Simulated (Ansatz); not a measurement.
**Band structure of Ge**

```xyz
2
Lattice="0.0000 2.8288 2.8288 2.8288 0.0000 2.8288 2.8288 2.8288 0.0000" Properties=species:S:1:pos:R:3 pbc="T T T"
Ge    2.8288    2.8288    2.8288
Ge    4.2432    4.2432    4.2432
```

Atom numbers follow the list: Ge1, Ge2.

Structure: COD 9011050, as refined from experiment and not relaxed.

Level of theory: Ansatz 0.2.0, DFT, LDA, all-electron LAPW, scalar-relativistic.

Numerical set-up: a Γ-centred 10×10×10 k mesh, Fermi–Dirac smearing of 0.05 eV, basis error target 0.25 meV/atom, no spin polarisation.

Points in fractions of the reciprocal vectors of this cell: Γ (0, 0, 0), X (0.5, 0, 0.5), U (0.625, 0.25, 0.625), K (0.375, 0.375, 0.75), L (0.5, 0.5, 0.5), W (0.5, 0.25, 0.75). The path joins them by straight lines in the order Γ–X–U–K–Γ–L–W–X; legs that retrace an earlier one aren't tabulated. Energies are in eV from the Fermi level.

(1) List the levels at L between -20 and 2.5 eV.

(2) List the levels at U between -20 and 2.5 eV.

(3) List the levels at Γ between -20 and 2.5 eV.

(4) What is the band gap?

## Answers

(1) -10.71, -7.63, -1.38 (×2), 0.07.

(2) -9.39, -8.33, -4.33, -2.61, 1.09.

(3) -12.80, -0.17, 0.02 (×3).

(4) None at this level of theory (metallic, semimetallic, or a small gap that the functional closes).
